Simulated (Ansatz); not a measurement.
## BC₅, before and after

The guess for BC₅ was made by a generator: random cell by space group and Wyckoff sites (Cmmm, No. 65). Lengths were set from tabulated atomic sizes, so they are only a guess.

start.cif

```cif
data_structure
_symmetry_space_group_name_H-M 'P 1'
_symmetry_Int_Tables_number 1
_cell_length_a 3.6625
_cell_length_b 3.6625
_cell_length_c 6.1190
_cell_angle_alpha 90.000
_cell_angle_beta 90.000
_cell_angle_gamma 107.107
_cell_volume 78.45
loop_
_atom_site_label
_atom_site_type_symbol
_atom_site_fract_x
_atom_site_fract_y
_atom_site_fract_z
_atom_site_occupancy
B1 B 0.50000 0.50000 0.50000 1
C1 C 0.74095 0.74095 0.17462 1
C2 C 0.25905 0.25905 0.17462 1
C3 C 0.74095 0.74095 0.82538 1
C4 C 0.25905 0.25905 0.82538 1
C5 C 0.50000 0.50000 0.00000 1
```

All numbers below come from DFT PBE, scalar-relativistic, plane waves, PAW in Ansatz. Cutoff 420 eV, Gaussian smearing, Γ-centred meshes. Cell and atoms relax first on a coarse mesh and then on a finer one. In between, the cell is made exact in the group found at 0.06 Å. In metals the finer mesh still leaves noise of several meV/atom or more. The steps can't lower the symmetry of their start. No spin polarisation in the relaxation; trial moments died out in a coarse test.

end.cif

```cif
data_structure
_symmetry_space_group_name_H-M 'P 1'
_symmetry_Int_Tables_number 1
_cell_length_a 4.6122
_cell_length_b 4.6122
_cell_length_c 4.8732
_cell_angle_alpha 90.000
_cell_angle_beta 90.000
_cell_angle_gamma 136.017
_cell_volume 71.99
loop_
_atom_site_label
_atom_site_type_symbol
_atom_site_fract_x
_atom_site_fract_y
_atom_site_fract_z
_atom_site_occupancy
B1 B 0.50000 0.50000 0.50000 1
C1 C 0.80105 0.80105 0.23721 1
C2 C 0.19895 0.19895 0.23721 1
C3 C 0.80105 0.80105 0.76279 1
C4 C 0.19895 0.19895 0.76279 1
C5 C 0.50000 0.50000 0.00000 1
```

The symmetry stays Cmmm (No. 65). The volume per atom shrinks by 8.2 %, from 13.1 to 12.0 Å³. The shortest distance goes from 1.50 Å (C–C) to 1.37 Å (C–C). The energy falls by about 2.0 eV/atom (the start's value is from the coarse mesh).

```
Volume per atom                            : 12.0 Å³
Density                                    : 1.6 g/cm³
Formation energy                           : +1.49 eV/atom
Gap on the 12×12×8 mesh of the 6-atom cell : 0 eV (a metal)
```

The zero of energy is the elements' standard structures at the same level; no fitted shifts are applied. It can't be a ground state, since the elements alone are lower.

The last run used Gaussian smearing of 0.10 eV. No dispersion correction is applied, so the spacing and binding between layers, chains or molecules are poorly described. An odd number of electrons in the primitive cell allows no gap without spin; a larger cell or a magnetic state could open one. The reference form of C is held partly by dispersion forces, which this level lacks. Symmetry constrained the relaxation, so the result can be a saddle point. In all, the 4 runs took 4.7 min on 1 thread of Arm Neoverse V2, on a shared host.
